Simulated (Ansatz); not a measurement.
AgI:
```xyz
4
Lattice="4.6855 0.0000 0.0000 -2.3428 4.0578 0.0000 0.0000 0.0000 7.6627" Properties=species:S:1:pos:R:3 pbc="T T T"
Ag     0.0000     2.7052     0.0193
Ag     2.3428     1.3526     3.8506
I      0.0000     2.7052     2.8918
I      2.3428     1.3526     6.7232
```

PBE in the plane-wave PAW code Ansatz gives a gap of 1.37 eV without spin–orbit coupling, maximum at Γ, minimum at Γ.

Problem. What happens when spin–orbit coupling is switched on?

Solution. The gap shrinks by 0.23 eV, to 1.14 eV; maximum at Γ, minimum at Γ.

Problem. Give the electron effective mass with spin–orbit coupling.

Solution. 0.16, 0.17, 0.17 mₑ (principal values).

Problem. Give the hole effective mass with spin–orbit coupling.

Solution. 0.27, 0.27, 1.5 mₑ (principal values).

Space group P6_3mc (wurtzite). The cell was relaxed with PBE under the symmetry of its start. The run is not spin-polarised.

Potentials: the earlier of the program's two PAW sets.
